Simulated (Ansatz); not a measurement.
Relaxed-ion elastic tensor of LiTaO$_{3}$ in space group P4/mbm (No. 127; Li on 2c, Ta on 2a, O on 2b, O on 4g) in GPa (Voigt order), LDA (plane waves, PAW; program Ansatz); density 7.13 g/cm³, 10.99 Å³ per atom.

```tsv
	1	2	3	4	5	6
1	270	126	55.1	0.0	0.0	0.0
2	126	270	55.1	0.0	0.0	0.0
3	55.1	55.1	557	0.0	0.0	0.0
4	0.0	0.0	0.0	70.4	0.0	0.0
5	0.0	0.0	0.0	0.0	70.4	0.0
6	0.0	0.0	0.0	0.0	0.0	190
```

### Question
Is the crystal mechanically stable?

### Answer
Yes: the smallest eigenvalue of C is 70.4 GPa.

### Question
Work out the Voigt, Reuss and Hill averages.

### Answer
K_V = 174, K_R = 166, K_H = 170; G_V = 124, G_R = 95.2, G_H = 109 GPa.

### Question
Give Young's modulus, Poisson's ratio, Pugh's ratio and the universal anisotropy index.

### Answer
E = 9KG/(3K + G) = 270 GPa; ν = 0.24; K/G = 1.56 (brittle by the Pugh limit of 1.75); A_U = 5G_V/G_R + K_V/K_R − 6 = 1.54.

### Question
Estimate the sound speeds and the Debye temperature.

### Answer
v_l = √((K + 4G/3)/ρ) = 6660 m/s, v_t = √(G/ρ) = 3920 m/s, mean 4340 m/s; Θ = (h/k)(3n/4πV)^(1/3) v_m = 581 K.

### Question
How much does each axis shrink under pressure?

### Answer
Linear compressibilities β_i = Σ_j S_ij (j = 1 to 3): x 2.3, y 2.3, z 1.3 per TPa.

The workflow started from a Materials Project entry (that database holds measured and hypothetical structures alike); the Crystallography Open Database copy checked does not list it. It is not the phase usual at ambient conditions (space group No. 161). The LDA relaxation kept the symmetry of its start. At this level the phase is dynamically unstable (imaginary phonons). No spin polarisation was allowed. Scalar-relativistic: spin–orbit coupling is off unless named, which matters more the heavier the elements.

Potentials: the later of the program's two PAW sets.
